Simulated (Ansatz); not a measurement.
**Data sheet: Si (DFT)**

Si:
Space group Fd-3m, origin choice 1 (No. 227); a = b = c = 14.6243 Å, α = β = γ = 90.00°

```
atom  site  symmetry       x       y       z
----  ----  --------  ------  ------  ------
Si      8a      -43m  0.0000  0.0000  0.0000
Si     32e       .3m  0.3586  0.3586  0.3586
Si     96g       ..m  0.0585  0.0585  0.2528
```
(The calculation used a cell of 34 atoms; values per cell refer to that cell.)

Space group Fd-3m (No. 227); conventional cell a = 14.624 Å, b = 14.624 Å, c = 14.624 Å, α = 90.00°, β = 90.00°, γ = 90.00°.

Method: PBEsol (plane waves, PAW; program Ansatz). The cell and atoms are relaxed at this level. Other levels are named where they apply.

**Cell and energy**

```
Property             Result
---------------  ----------
Volume per atom    23.00 Å³
Density          2.03 g/cm³
```

**Electronic structure**

```
Item                                                                                                   Value
--------------------------------------------  --------------------------------------------------------------
Band gap                                                                                  0.43 eV (indirect)
Valence-band maximum                                                                                    at Γ
Conduction-band minimum                       on the Γ–X line, 95 % of the way from Γ (6 equivalent valleys)
Smallest direct gap on the standard path                                                             0.75 eV
Electron effective mass                                               0.21, 0.27, 0.27 mₑ (principal values)
Hole effective mass, band 1 of 3 at the edge        2.3 along [100], 0.50 along [110], 0.40 along [111] (mₑ)
Hole effective mass, band 2 of 3 at the edge       0.21 along [100], 0.32 along [110], 0.27 along [111] (mₑ)
Hole effective mass, band 3 of 3 at the edge       0.21 along [100], 0.21 along [110], 0.27 along [111] (mₑ)
HSE06 gap on the PBEsol cell                                                                         1.03 eV
```

**Mechanics**

```
Property                                                                       Value
--------------------------------------------  --------------------------------------
Bulk modulus (Birch–Murnaghan fit)                                          65.5 GPa
Pressure derivative B′                                                           4.3
Elastic constants (relaxed ions, GPa)              C11 = 107, C12 = 45.2, C44 = 40.6
Mechanical stability                          stable (all eigenvalues of C positive)
Hill bulk and shear moduli                                         65.7 and 36.3 GPa
Young's modulus                                                             91.9 GPa
Poisson's ratio                                                                 0.27
Debye temperature from the elastic constants                                   493 K
```

**Phonons**

```
Property                                        Value
-----------------------------  ----------------------
Highest zone-centre frequency               505 cm^-1
Zone-centre stability          no imaginary mode at Γ
```

The first step of the workflow began from a Materials Project structure, measured or hypothetical. Its sites differ from those of the usual phase in this space group: another stacking or structure type. The cell was relaxed with PBEsol under the symmetry of its start.

Potentials: the later of the program's two PAW sets.
